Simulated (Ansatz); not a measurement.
ZnCu₂SnS₄ (kesterite type, space group I-4)

```xyz
8
Lattice="-2.7072 2.7072 5.4113 2.7072 -2.7072 5.4113 2.7072 2.7072 -5.4113" Properties=species:S:1:pos:R:3 pbc="T T T"
Cu     0.0000     0.0000     0.0000
Cu     0.0000     2.7072     2.7057
Zn     2.7072     0.0000     2.7057
Sn     0.0000     0.0000     5.4113
S      1.3957     1.4315     4.0141
S      1.3115     1.2757    -1.3972
S      1.4315    -1.3957     6.8086
S      1.2757     4.1030     1.3972
```

Equation-of-state scan: isotropic scaling of the cell above, V₀ being its volume. The atoms relax within the cell's symmetry.

Level of theory: r2SCAN (plane waves to 500 eV, PAW, scalar-relativistic; Ansatz, an electronic-structure program). k mesh 9×9×9 (Γ-centred), Fermi-Dirac smearing 0.05 eV. The energy includes the smearing's −TS. Stress and pressure are positive under compression. With the shape held, the modulus is that of even scaling; a crystal free to change shape is softer. The PAW data are Ansatz's earlier set. ZnCu2SnS4 is run without spin polarisation. ZnCu2SnS4 was relaxed with its symmetry unable to fall. The zero of ΔE is the relaxed starting cell.

| V (Å³/atom) | ΔE (meV/atom) |
|---|---|
| 18.640 | 19.3 |
| 18.839 | 13.1 |
| 19.037 | 8.2 |
| 19.235 | 4.5 |
| 19.434 | 2.0 |
| 19.632 | 0.5 |
| 19.830 | 0.0 |
| 20.029 | 0.5 |
| 20.227 | 1.8 |
| 20.425 | 4.1 |
| 20.623 | 7.1 |
| 20.822 | 10.9 |
| 21.020 | withheld |

Task: Fit a third-order Birch-Murnaghan form (E₀, V₀, B₀, B₀′ free) to the given rows and predict ΔE at V = 21.020.

Result: Least squares on the 12 given rows: ΔE = E₀ + (9V₀B₀/16)·y²·[2 + (B₀′ − 4)y], y = (V₀/V)^(2/3) − 1, with V₀ = 19.828 Å³/atom, B₀ = 77.03 GPa (160.2 GPa = 1 eV/Å³; the term in eV is multiplied by 1000), B₀′ = 4.77, E₀ = 0.00 meV/atom; root-mean-square residual 0.03 meV/atom. At 21.020 the fit gives 15.4 meV/atom; the calculation gives 15.4 meV/atom, the same to the digits shown. For the pressure the fit gives -3.91 GPa against the computed -3.91 GPa.

(Under strain, the slope of the energy per volume gives the stress and its curvature an elastic modulus.)
